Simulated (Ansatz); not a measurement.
InSe in space group C2/m (No. 12; In on 4i, Se on 4i), DFT-r²SCAN+D4 in the program Ansatz with PAW potentials. The conduction-band minimum lies at A, with 1 equivalent valley. Second derivatives d²E/dk² of the lowest band at one valley (eV·Å²), along Cartesian directions:

```csv
direction,d²E/dk²
[100],27.48
[010],49.89
[001],22.82
[110],38.67
[101],13.16
[011],36.36
```

Problem. Find the principal effective masses, the density-of-states mass and the conductivity mass.

Solution. Off-diagonal terms follow from H_xy = H[110] − (H_xx + H_yy)/2, and m*/mₑ = 7.620 eV·Å² over each eigenvalue: 0.15, 0.20, 0.59. One valley's DOS mass (m₁m₂m₃)^(1/3) = 0.26, conductivity mass 3/(Σ 1/mᵢ) = 0.23 mₑ.

Problem. What effective density of states Nc follows at 300 K for parabolic valleys?

Solution. Nc = 2.509e19 × 1 × (0.26)^(3/2) ≈ 3.3e18 cm⁻³.

The workflow started from a Materials Project entry (that database holds measured and hypothetical structures alike); the Crystallography Open Database copy checked does not list it. It is not the phase usual at ambient conditions (space group No. 194). Symmetry was held in the r²SCAN+D4 relaxation; whether a distortion lowers the energy is not shown. Spin–orbit coupling is left out wherever it is not named.

Potentials: the later of the program's two PAW sets.

Edges and masses are those of Kohn–Sham bands, whose gap is no quasiparticle gap.
